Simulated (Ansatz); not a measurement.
Relaxing a structure of CdSe

The start is a relaxed CdSe cell with every coordinate shifted by Gaussian noise of σ = 0.2 Å. Cell shape, volume and atoms are optimised at zero target pressure with PBEsol (plane waves to 420 eV, PAW, scalar-relativistic; Ansatz, a first-principles code). The first steps use a coarse 6×6×2 k-mesh.

The start:
```yaml
crystal:
  lattice:
    - [4.30202, 0.00000, 0.00000]
    - [-2.15101, 3.72566, 0.00000]
    - [0.00000, 0.00000, 14.03920]
  atoms:
    - { symbol: Cd, position: [0.05363, 0.03645, 0.97451] }
    - { symbol: Cd, position: [0.07923, 0.04748, 0.49735] }
    - { symbol: Cd, position: [0.57967, 0.26992, 0.75588] }
    - { symbol: Cd, position: [0.33664, 0.67168, 0.25194] }
    - { symbol: Se, position: [0.02314, 0.01113, 0.83858] }
    - { symbol: Se, position: [0.98689, 0.02365, 0.31913] }
    - { symbol: Se, position: [0.60423, 0.35511, 0.55468] }
    - { symbol: Se, position: [0.34984, 0.68048, 0.06866] }
```

Problem. How much energy is released per atom?

Solution. 0.74 eV/atom.

Problem. Does it find its way back to the structure it was made from?

Solution. The parent structure is recovered, P6₃mc (No. 186).

Problem. How do the shortest distances between atoms change?

Solution. The closest pairs of elements (up to four, under 3.6 Å), start → end: Cd–Se 1.91 → 2.63 Å.

Problem. What band gap does the relaxed structure have at this level?

Solution. 0.51 eV (no spin-orbit coupling).

The end point of the relaxation:

```cif
data_Cd4Se4
_chemical_formula_sum 'Cd4 Se4'
_space_group_name_H-M_alt 'P63mc'
_space_group_IT_number 186
_space_group_name_Hall 'P 6c -2c'
_cell_length_a 4.30080
_cell_length_b 4.30080
_cell_length_c 14.04389
_cell_angle_alpha 90.000
_cell_angle_beta 90.000
_cell_angle_gamma 120.000
loop_
_atom_site_label
_atom_site_type_symbol
_atom_site_symmetry_multiplicity
_atom_site_Wyckoff_symbol
_atom_site_fract_x
_atom_site_fract_y
_atom_site_fract_z
_atom_site_occupancy
Cd1 Cd 2 a 0.00000 0.00000 0.49852 1
Cd2 Cd 2 b 0.33333 0.66667 0.24863 1
Se1 Se 2 a 0.00000 0.00000 0.18611 1
Se2 Se 2 b 0.33333 0.66667 0.43639 1
```

Final values are on a 9×9×3 k-mesh of the relaxed cell. The start holds a very short contact (Cd–Se 1.91 Å). No spin polarisation in the result.

The first start was generated by placing the elements on the sites of a structure type. A measured structure of CdSe has the same space group, P6₃mc (No. 186); the sites were not compared with it.
